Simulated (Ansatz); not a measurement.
B:
```
CELL_PARAMETERS angstrom
      2.43812     1.40765     4.16627
     -2.43812     1.40765     4.16627
      0.00000    -2.81530     4.16627
ATOMIC_POSITIONS crystal
  B  0.01062 0.65382 0.01062
  B  0.98938 0.34618 0.98938
  B  0.01062 0.01062 0.65382
  B  0.98938 0.98938 0.34618
  B  0.65382 0.01062 0.01062
  B  0.34618 0.98938 0.98938
  B  0.22159 0.62980 0.22159
  B  0.77841 0.37020 0.77841
  B  0.22159 0.22159 0.62980
  B  0.77841 0.77841 0.37020
  B  0.62980 0.22159 0.22159
  B  0.37020 0.77841 0.77841
```

Relaxed with PBEsol.

Give the optical modes at the zone centre with their infrared activity from DFPT, PBEsol (plane waves, PAW; program Ansatz).

Transverse frequencies, without the LO–TO term; a row sums one degenerate level.

| ω (cm⁻¹) | degeneracy | IR ((D/Å)²/amu) | activity |
|---|---|---|---|
| 490 | 1 | 0.00 | IR-inactive |
| 490 | 1 | 0.00 | IR-inactive |
| 512 | 2 | 0.00 | IR-inactive |
| 565 | 2 | 0.38 | IR |
| 599 | 2 | 0.00 | IR-inactive |
| 603 | 2 | 0.00 | IR-inactive |
| 702 | 1 | 0.00 | IR-inactive |
| 707 | 2 | 4.16 | IR |
| 723 | 2 | 0.00 | IR-inactive |
| 725 | 1 | 0.00 | IR-inactive |
| 781 | 2 | 0.00 | IR-inactive |
| 798 | 1 | 0.00 | IR-inactive |
| 804 | 2 | 0.10 | IR |
| 806 | 1 | 0.19 | IR |
| 808 | 1 | 0.00 | IR-inactive |
| 814 | 2 | 2.92 | IR |
| 826 | 1 | 0.03 | IR |
| 882 | 2 | 0.00 | IR-inactive |
| 939 | 1 | 1.14 | IR |
| 941 | 1 | 0.00 | IR-inactive |
| 1127 | 2 | 0.00 | IR-inactive |
| 1180 | 1 | 0.00 | IR-inactive |

How high does the top mode go among those that the LO–TO term moves?

816 cm⁻¹ for q along x, 816 cm⁻¹ for q along y, 941 cm⁻¹ for q along z.

Space group R-3m (α-B12). Symmetry was held in the PBEsol relaxation.

Potentials: the earlier of the program's two PAW sets. The files were generated under PBE; for other functionals the program regenerates the frozen cores, and for LDA and PBEsol the local potential too.
